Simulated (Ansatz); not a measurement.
The slice is one period of a {110} plane through atoms; its size isn't given.

Calculation: PBE (plane waves to 420 eV, PAW, scalar-relativistic; Ansatz, a quantum-chemistry and plane-wave program). These are valence fields of a PAW run, semicore shells included where kept as valence: close to a nucleus they are smooth pseudo fields.

```
|99987532222357899|
|99876432112346789|
|88775422112245778|
|77654321111234567|
|55443211111123445|
|33322111111112233|
|22211111111111122|
|11111111111111111|
|00001111111111000|
|00000111111110000|
|00000111111110000|
|00000111221110000|
|00000111111110000|
|00000111111110000|
|00001111111111000|
|11111111111111111|
|22211111111111122|
|33322111111112233|
|55443211111123445|
|77654321111234567|
|88775422112245778|
|99876432112346789|
|99987532222357899|
|99987532222357899|
```
Scale: ten equal steps from -1.03 (start of '0') to 1.18 (end of '9'), in the order '0123456789'. Values: log₁₀ of the valence density in e/Å³. The map has 17 points along u (one character each, u = 0 at the left) and 24 along v (v = 0 in the bottom row). The scale is logarithmic, as a density can span decades between atoms and voids.

```
|xxxxxx@@%%**==::::::::==**%%@@xxxx|
|xxxxxx@@##++--::....::--++##@@xxxx|
|@@@@@@%%**==--::....::--==**%%@@@@|
|%%%%##**++--::::....::::--++**##%%|
|****++==--::::........::::--==++**|
|====----::::............::::----==|
|::::::::::................::::::::|
|..................................|
|  ................................|
|        ....................      |
|        ....................      |
|        ....................      |
|        ....................      |
|        ....................      |
|  ................................|
|..................................|
|::::::::::................::::::::|
|====----::::............::::----==|
|****++==--::::........::::--==++**|
|%%%%##**++--::::....::::--++**##%%|
|@@@@@@%%**==--::....::--==**%%@@@@|
|xxxxxx@@##++--::....::--++##@@xxxx|
|xxxxxx@@%%**==::::::::==**%%@@xxxx|
|xxxxxx@@%%**==::::::::==**%%@@xxxx|
```
Scale: ten equal steps from 0.10 (start of ' ') to 0.59 (end of '@'), in the order ' .:-=+*#%@'. Values: electron localisation function (ELF). The map has 17 points along u (two characters each, u = 0 at the left) and 24 along v (v = 0 in the bottom row). Points within 0.5 Å of a nucleus are blanked (x), as the pseudised field means little there.

Problem. Which relaxed crystal do these maps come from?
A. Ni (fcc, Cu type)
B. Au (fcc, Cu type)
C. Pd (fcc, Cu type)

Solution. B, Au (fcc, Cu type). Atoms on the slice: Au at (0.00, 0.00)

All were relaxed with their symmetry unable to fall. Pd is run without spin polarisation. Relaxed Ni ends ferromagnetic. Spin-orbit coupling is left out. The magnetic order is the one the run started from; other orders were not tried. (This holds for the magnetic or f-shell members.)
